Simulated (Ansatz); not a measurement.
WCl₄:
```
CELL_PARAMETERS angstrom
      5.93958     3.22311     0.00000
     -5.93958     3.22311     0.00000
     -5.35429     0.00000     6.14043
ATOMIC_POSITIONS crystal
  W  0.20381 0.20381 0.00000
  W  0.79619 0.79619 0.00000
  Cl 0.31846 0.68154 0.84564
  Cl 0.68154 0.31846 0.15436
  Cl 0.78227 0.21773 0.81515
  Cl 0.21773 0.78227 0.18485
  Cl 0.21266 0.26389 0.69700
  Cl 0.78734 0.73611 0.30300
  Cl 0.26389 0.21266 0.30300
  Cl 0.73611 0.78734 0.69700
```

Relaxed with r²SCAN+D4. Special points in fractions of this cell's reciprocal vectors: Γ (0.000, 0.000, 0.000); C (0.380, 0.380, 0.000); C2 (-0.380, 0.620, 0.000); Y2 (-0.500, 0.500, 0.000); M2 (-0.500, 0.500, 0.500); D (-0.255, 0.745, 0.500); D2 (0.255, 0.255, 0.500); A (0.000, 0.000, 0.500); L2 (0.000, 0.500, 0.500); V2 (0.000, 0.500, 0.000).

List the band energies nearest the valence-band maximum at these points for DFT-r²SCAN+D4 in the program Ansatz with PAW potentials.

In eV from the valence-band maximum; about four levels below and three above (degenerate sets whole), none deeper than 8.9 eV; points with the same levels are listed once.

```tsv
k	below	above
Γ	-2.08 -1.81 -1.42 -0.49	0.43 0.51 1.87
C	-2.23 -2.19 -1.78 0.00	0.51 1.05 1.77
Y2	-2.12 -1.86 -1.51 -0.04	0.53 1.12 1.88
M2	-2.15 -1.81 -1.42 -0.40	0.40 0.72 1.80
D	-2.40 -2.33 -2.10 -0.19	0.58 0.62 1.58
A	-2.17 -1.82 -1.40 -0.33	0.42 0.79 1.80
L2	-2.36 -2.34 -2.11 -0.21	0.55 0.64 1.57
V2	-2.42 -2.33 -2.07 -0.14	0.64 0.66 1.68
```

Space group C2/m. The workflow started from a Materials Project entry (that database holds measured and hypothetical structures alike); the Crystallography Open Database copy checked does not list it. Whether it is the stable phase at ambient conditions was not checked. The cell was relaxed with r²SCAN+D4 under the symmetry of its start; its stability against distortions is not shown here. No spin polarisation was allowed. Spin–orbit coupling is left out wherever it is not named.

Potentials: the later of the program's two PAW sets.
